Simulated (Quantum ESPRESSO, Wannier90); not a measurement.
**Wannierisation of Ga₂O₃ (corundum)**

Materials Project entry mp-1243; symmetrised, unrelaxed at this level. COD (Crystallography Open Database) has the formula in 2 space groups, this one among them (matched by group alone). Computed values, not measurements, from PBEsol: Quantum ESPRESSO (norm-conserving PseudoDojo potentials, cutoff 68 Ry, no spin polarisation, no spin-orbit coupling) on a Γ-centred 4×4×4 mesh, then Wannier90. Density: 8×8×8 mesh, cold smearing 0.01 Ry.

On the energy scale of pw.x, whose zero is arbitrary, the valence-band maximum lies at 9.91 eV.

Input w.win:

```
num_bands = 24
num_wann = 24
exclude_bands = 7-26,45-78
num_iter = 1000
conv_tol = 1.0e-6
conv_window = 4
write_hr = true
write_u_matrices = true
auto_projections = true
begin unit_cell_cart
ang
   -2.4986999236    4.3278752205    0.0000000000
   -4.9973998472    0.0000000000    0.0000000000
   -2.4986999236    1.4426250735    4.4835500000
end unit_cell_cart
begin atoms_frac
Ga   0.1444100000  0.1444100000 -0.4332300000
Ga  -0.1444100000 -0.1444100000  0.4332300000
Ga   0.3555900000  0.3555900000 -0.0667700000
Ga  -0.3555900000 -0.3555900000  0.0667700000
O   -0.0531600000  0.2500000000  0.2500000000
O    0.0531600000 -0.2500000000 -0.2500000000
O   -0.4468400000 -0.0531600000  0.2500000000
O    0.4468400000  0.0531600000 -0.2500000000
O    0.2500000000 -0.4468400000  0.2500000000
O   -0.2500000000  0.4468400000 -0.2500000000
end atoms_frac
mp_grid = 4 4 4
begin kpoints
0.0000000000 0.0000000000 0.0000000000
0.0000000000 0.0000000000 0.2500000000
0.0000000000 0.0000000000 0.5000000000
... (61 more lines: the 4x4x4 mesh through Gamma)
end kpoints
```

Input of pw2wannier90.x that gives the overlap and projection files (equivalent; here they were cut from one run over all bands):

```
&inputpp
  outdir = './out'
  prefix = 'pwscf'
  seedname = 'w'
  write_amn = .true.
  write_mmn = .true.
  atom_proj = .true.
  atom_proj_exclude = 1 2 3 4 5 6 7 8 9 10 11 12 13 14 15 16 17 18 19 20 21 22 23 24 25 26 27 28 29 30 31 32 33 34 35 36
/
```

Output w.wout (banner and timings cut):

```
                                    ------
                                    SYSTEM
                                    ------

                              Lattice Vectors (Ang)
                    a_1    -2.498700   4.327875   0.000000
                    a_2    -4.997400   0.000000   0.000000
                    a_3    -2.498700   1.442625   4.483550

                   Unit Cell Volume:      96.97077  (Ang^3)

                        Reciprocal-Space Vectors (Ang^-1)
                    b_1     0.000000   1.451794  -0.467129
                    b_2    -1.257291  -0.725897  -0.467129
                    b_3     0.000000   0.000000   1.401386

 *----------------------------------------------------------------------------*
 |   Site       Fractional Coordinate          Cartesian Coordinate (Ang)     |
 +----------------------------------------------------------------------------+
 | ga   1   0.14441   0.14441  -0.43323   |    0.00000   0.00000  -1.94241    |
 | ga   2  -0.14441  -0.14441   0.43323   |    0.00000  -0.00000   1.94241    |
 | ga   3   0.35559   0.35559  -0.06677   |   -2.49870   1.44263  -0.29937    |
 | ga   4  -0.35559  -0.35559   0.06677   |    2.49870  -1.44263   0.29937    |
 | o    1  -0.05316   0.25000   0.25000   |   -1.74119   0.13059   1.12089    |
 | o    2   0.05316  -0.25000  -0.25000   |    1.74119  -0.13059  -1.12089    |
 | o    3  -0.44684  -0.05316   0.25000   |    0.75751  -1.57321   1.12089    |
 | o    4   0.44684   0.05316  -0.25000   |   -0.75751   1.57321  -1.12089    |
 | o    5   0.25000  -0.44684   0.25000   |    0.98369   1.44263   1.12089    |
 | o    6  -0.25000   0.44684  -0.25000   |   -0.98369  -1.44263  -1.12089    |
 *----------------------------------------------------------------------------*
                                ------------
                                K-POINT GRID
                                ------------

             Grid size =  4 x  4 x  4      Total points =   64

 *---------------------------------- MAIN ------------------------------------*
 |  Number of Wannier Functions               :                24             |
 |  Number of Objective Wannier Functions     :                24             |
 |  Number of input Bloch states              :                24             |
 |  Output verbosity (1=low, 5=high)          :                 1             |
 |  Timing Level (1=low, 5=high)              :                 1             |
 |  Optimisation (0=memory, 3=speed)          :                 3             |
 |  Length Unit                               :               Ang             |
 |  Post-processing setup (write *.nnkp)      :                 F             |
 |  Using Gamma-only branch of algorithms     :                 F             |
 *----------------------------------------------------------------------------*
 *------------------------------- WANNIERISE ---------------------------------*
 |  Total number of iterations                :              1000             |
 |  Number of CG steps before reset           :                 5             |
 |  Trial step length for line search         :             2.000             |
 |  Convergence tolerence                     :         0.100E-05             |
 |  Convergence window                        :                 4             |
 |  Iterations between writing output         :                 1             |
 |  Iterations between backing up to disk     :               100             |
 |  Write r^2_nm to file                      :                 F             |
 |  Write xyz WF centres to file              :                 F             |
 |  Write on-site energies <0n|H|0n> to file  :                 F             |
 |  Use guiding centre to control phases      :                 F             |
 |  Use phases for initial projections        :                 F             |
 *----------------------------------------------------------------------------*
 *-------------------------------- PLOTTING ----------------------------------*
 |  Plotting Hamiltonian in WF basis          :                 T             |
 *----------------------------------------------------------------------------*

 *---------------------------------- K-MESH ----------------------------------*
 +----------------------------------------------------------------------------+
 |                    Distance to Nearest-Neighbour Shells                    |
 |                    ------------------------------------                    |
 |          Shell             Distance (Ang^-1)          Multiplicity         |
 |          -----             -----------------          ------------         |
 |             1                   0.350347                      2            |
 |             2                   0.381274                      6            |
 |             3                   0.431606                      6            |
 |             4                   0.591558                      6            |
 |             5                   0.628645                      6            |
 |             6                   0.687520                      6            |
 |             7                   0.700693                      2            |
 |             8                   0.719679                     12            |
       ... (lines left out)
 +----------------------------------------------------------------------------+
 | The b-vectors are chosen automatically                                     |
 | The following shells are used:                       1,  2                 |
 +----------------------------------------------------------------------------+
 |                        Shell   # Nearest-Neighbours                        |
 |                        -----   --------------------                        |
 |                          1               2                                 |
 |                          2               6                                 |
 +----------------------------------------------------------------------------+
 | Completeness relation is fully satisfied [Eq. (B1), PRB 56, 12847 (1997)]  |
 +----------------------------------------------------------------------------+
 |                  b_k Vectors (Ang^-1) and Weights (Ang^2)                  |
 |                  ----------------------------------------                  |
 |            No.         b_k(x)      b_k(y)      b_k(z)        w_b           |
 |            ---        --------------------------------     --------        |
 |             1         0.000000    0.000000    0.350347     3.230096        |
 |             2         0.000000    0.000000   -0.350347     3.230096        |
 |             3        -0.314323   -0.181474   -0.116782     2.530396        |
 |             4         0.000000    0.362949   -0.116782     2.530396        |
 |             5        -0.314323    0.181474    0.116782     2.530396        |
 |             6         0.314323    0.181474    0.116782     2.530396        |
 |             7         0.000000   -0.362949    0.116782     2.530396        |
 |             8         0.314323   -0.181474   -0.116782     2.530396        |
 +----------------------------------------------------------------------------+
 |                           b_k Directions (Ang^-1)                          |
 |                           -----------------------                          |
 |            No.           x           y           z                         |
 |            ---        --------------------------------                     |
 |             1         0.000000    0.000000    0.350347                     |
 |             2        -0.314323   -0.181474   -0.116782                     |
 |             3         0.000000    0.362949   -0.116782                     |
 |             4        -0.314323    0.181474    0.116782                     |
 +----------------------------------------------------------------------------+

 Starting a new Wannier90 calculation ...

 Reading overlaps from w.mmn

 Reading projections from w.amn

 *------------------------------- WANNIERISE ---------------------------------*
 +--------------------------------------------------------------------+<-- CONV
 | Iter  Delta Spread     RMS Gradient      Spread (Ang^2)            |<-- CONV
 +--------------------------------------------------------------------+<-- CONV

 ------------------------------------------------------------------------------
 Initial State
  WF centre and spread    1  ( -1.740938,  0.130142,  1.120888 )     0.76043718
  WF centre and spread    2  ( -1.771062,  0.182318,  1.120888 )     1.11608341
  WF centre and spread    3  ( -1.647070,  0.118867,  1.163733 )     1.12131379
  WF centre and spread    4  ( -1.804526,  0.090890,  1.078132 )     1.14179706
  WF centre and spread    5  (  1.740938, -0.130142, -1.120888 )     0.76043718
  WF centre and spread    6  (  1.771062, -0.182318, -1.120888 )     1.11608341
  WF centre and spread    7  (  1.647070, -0.118867, -1.163733 )     1.12131379
  WF centre and spread    8  (  1.804526, -0.090890, -1.078132 )     1.14179706
  WF centre and spread    9  (  0.757762, -1.572767,  1.120888 )     0.76043716
  WF centre and spread   10  (  0.727638, -1.624943,  1.120887 )     1.11608343
  WF centre and spread   11  (  0.851630, -1.561492,  1.078042 )     1.12131367
  WF centre and spread   12  (  0.694174, -1.533515,  1.163643 )     1.14179704
  WF centre and spread   13  ( -0.757762,  1.572767, -1.120888 )     0.76043716
  WF centre and spread   14  ( -0.727638,  1.624943, -1.120888 )     1.11608343
  WF centre and spread   15  ( -0.851630,  1.561492, -1.078042 )     1.12131367
  WF centre and spread   16  ( -0.694174,  1.533515, -1.163643 )     1.14179704
  WF centre and spread   17  (  0.983175,  1.442625,  1.120887 )     0.76043718
  WF centre and spread   18  (  1.043423,  1.442625,  1.120887 )     1.11608341
  WF centre and spread   19  (  1.008747,  1.442625,  1.120888 )     1.15686865
  WF centre and spread   20  (  0.899748,  1.442625,  1.120888 )     1.11590764
  WF centre and spread   21  ( -0.983175, -1.442625, -1.120887 )     0.76043718
  WF centre and spread   22  ( -1.043423, -1.442625, -1.120887 )     1.11608341
  WF centre and spread   23  ( -1.008747, -1.442625, -1.120888 )     1.15686865
  WF centre and spread   24  ( -0.899748, -1.442625, -1.120888 )     1.11590764
  Sum of centres and spreads (  0.000000, -0.000000, -0.000000 )    24.85711926

      0     0.249E+02     0.0000000000       24.8571192597  <-- CONV
        O_D=      0.0040016 O_OD=      5.0153128 O_TOT=     24.8571193 <-- SPRD
 ------------------------------------------------------------------------------
      1    -0.359E+00     0.4340668030       24.4982094199  <-- CONV
        O_D=      0.0055659 O_OD=      4.6548387 O_TOT=     24.4982094 <-- SPRD
      2    -0.531E-01     0.3016862620       24.4451558625  <-- CONV
        O_D=      0.0034024 O_OD=      4.6039487 O_TOT=     24.4451559 <-- SPRD
      3    -0.796E-02     0.1266391822       24.4371946142  <-- CONV
        O_D=      0.0028596 O_OD=      4.5965302 O_TOT=     24.4371946 <-- SPRD
      4    -0.246E-02     0.0664965571       24.4347298434  <-- CONV
        O_D=      0.0028637 O_OD=      4.5940613 O_TOT=     24.4347298 <-- SPRD
      5    -0.203E-02     0.0498042403       24.4327012708  <-- CONV
        O_D=      0.0028718 O_OD=      4.5920246 O_TOT=     24.4327013 <-- SPRD
       ... (lines left out)
    100    -0.520E-02     0.1134636182       22.1789081905  <-- CONV
        O_D=      0.0026437 O_OD=      2.3384597 O_TOT=     22.1789082 <-- SPRD
       ... (lines left out)
    200    -0.144E-03     0.0131350744       21.9997174950  <-- CONV
        O_D=      0.0018482 O_OD=      2.1600645 O_TOT=     21.9997175 <-- SPRD
       ... (lines left out)
    300    -0.984E-03     0.0360181281       21.9830926156  <-- CONV
        O_D=      0.0018911 O_OD=      2.1433967 O_TOT=     21.9830926 <-- SPRD
       ... (lines left out)
    400    -0.166E-02     0.0666573098       21.4989566529  <-- CONV
        O_D=      0.0017792 O_OD=      1.6593726 O_TOT=     21.4989567 <-- SPRD
       ... (lines left out)
    500    -0.493E-04     0.0077855743       21.4387956398  <-- CONV
        O_D=      0.0015170 O_OD=      1.5994738 O_TOT=     21.4387956 <-- SPRD
       ... (lines left out)
    600    -0.879E-06     0.0010920565       21.4376043405  <-- CONV
        O_D=      0.0015132 O_OD=      1.5982863 O_TOT=     21.4376043 <-- SPRD
       ... (lines left out)
    603    -0.582E-06     0.0009742929       21.4376019244  <-- CONV
        O_D=      0.0015132 O_OD=      1.5982839 O_TOT=     21.4376019 <-- SPRD
    604    -0.562E-06     0.0012293134       21.4376013622  <-- CONV
        O_D=      0.0015131 O_OD=      1.5982834 O_TOT=     21.4376014 <-- SPRD
    605    -0.738E-06     0.0009451850       21.4376006241  <-- CONV
        O_D=      0.0015131 O_OD=      1.5982826 O_TOT=     21.4376006 <-- SPRD
             <<<     Delta < 1.000E-06  over  4 iterations     >>>
             <<< Wannierisation convergence criteria satisfied >>>
 Final State
  WF centre and spread    1  ( -1.921585,  0.272649,  1.403074 )     0.85931436
  WF centre and spread    2  ( -1.774023,  0.357833,  0.838696 )     0.85931357
  WF centre and spread    3  ( -1.374992,  0.092417,  1.205336 )     0.92715132
  WF centre and spread    4  ( -1.891241, -0.205641,  1.036444 )     0.92715052
  WF centre and spread    5  (  1.921585, -0.272649, -1.403074 )     0.85931436
  WF centre and spread    6  (  1.774023, -0.357833, -0.838696 )     0.85931357
  WF centre and spread    7  (  1.374992, -0.092417, -1.205336 )     0.92715133
  WF centre and spread    8  (  1.891241,  0.205641, -1.036444 )     0.92715053
  WF centre and spread    9  (  0.577118, -1.715272,  0.838698 )     0.85931344
  WF centre and spread   10  (  0.724673, -1.800460,  1.403078 )     0.85931334
  WF centre and spread   11  (  1.123709, -1.535042,  1.036443 )     0.92714869
  WF centre and spread   12  (  0.607458, -1.236985,  1.205330 )     0.92715106
  WF centre and spread   13  ( -0.577118,  1.715272, -0.838698 )     0.85931344
  WF centre and spread   14  ( -0.724673,  1.800460, -1.403078 )     0.85931334
  WF centre and spread   15  ( -1.123709,  1.535042, -1.036443 )     0.92714869
  WF centre and spread   16  ( -0.607458,  1.236985, -1.205330 )     0.92715106
  WF centre and spread   17  (  0.767432,  1.740935,  1.037321 )     0.92670971
  WF centre and spread   18  (  1.195628,  1.357268,  0.837876 )     0.85912942
  WF centre and spread   19  (  1.198182,  1.527540,  1.402255 )     0.85957616
  WF centre and spread   20  (  0.767635,  1.144776,  1.206092 )     0.92752867
  WF centre and spread   21  ( -0.767431, -1.740937, -1.037326 )     0.92670725
  WF centre and spread   22  ( -1.195621, -1.357267, -0.837871 )     0.85912842
  WF centre and spread   23  ( -1.198189, -1.527538, -1.402250 )     0.85957768
  WF centre and spread   24  ( -0.767636, -1.144777, -1.206096 )     0.92753071
  Sum of centres and spreads (  0.000000, -0.000000,  0.000000 )    21.43760062

         Spreads (Ang^2)       Omega I      =    19.837804844
        ================       Omega D      =     0.001513147
                               Omega OD     =     1.598282633
    Final Spread (Ang^2)       Omega Total  =    21.437600624
```
